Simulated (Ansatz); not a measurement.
## Response of Al to small distortions

```
Al
1.0
     0.00000    2.02398    2.02398
     2.02398    0.00000    2.02398
     2.02398    2.02398    0.00000
Al
1
Direct
  0.00000 0.00000 0.00000
```

The conventional cell has a = 4.048 Å, b = 4.048 Å, c = 4.048 Å, α = 90.00°, β = 90.00°, γ = 90.00°. Al (atom 1) is surrounded by 12 Al at 2.86 Å.

The cell comes from COD entry 4313206, which wasn't checked; take it as a given geometry.

Theory: DFT, LDA, PAW with Ansatz's default frozen-core files, scalar-relativistic (Ansatz 0.2.0).

Sampling and basis: a Γ-centred 17×17×17 k mesh, Fermi–Dirac smearing of 0.03 eV, cutoff 420 eV, no spin polarisation; the PAW files were made with PBE, and the program remakes their frozen cores for this functional.

The unchanged cell is at -3.64 GPa.

In a metal, stresses and small energies carry noise from the k mesh.

x, y and z are the Cartesian axes of the cell as listed; fractional coordinates follow a strain, and an engineering shear is twice the off-diagonal strain component.

One change gave: energy change +0.4 meV/atom; stress change (xx, yy, zz, yz, xz, xy) 0.01, 0.01, 0.01, 0.29, 0.29, 0.29 GPa, compression positive. Which change was it?
A. equal xy, yz and zx engineering shear strains of +2 %
B. equal xy, yz and zx engineering shear strains of -1 %
C. equal xy, yz and zx engineering shear strains of -2 %
D. equal xy, yz and zx engineering shear strains of +1 %

B. For equal xy, yz and zx engineering shear strains of -2 %: energy change +1.7 meV/atom; stress change (xx, yy, zz, yz, xz, xy) 0.06, 0.06, 0.06, 0.72, 0.72, 0.72 GPa, compression positive. For equal xy, yz and zx engineering shear strains of +1 %: energy change +0.1 meV/atom; stress change (xx, yy, zz, yz, xz, xy) 0.01, 0.01, 0.01, -0.20, -0.20, -0.20 GPa, compression positive. For equal xy, yz and zx engineering shear strains of +2 %: energy change +1.5 meV/atom; stress change (xx, yy, zz, yz, xz, xy) 0.07, 0.07, 0.07, -0.82, -0.82, -0.82 GPa, compression positive.
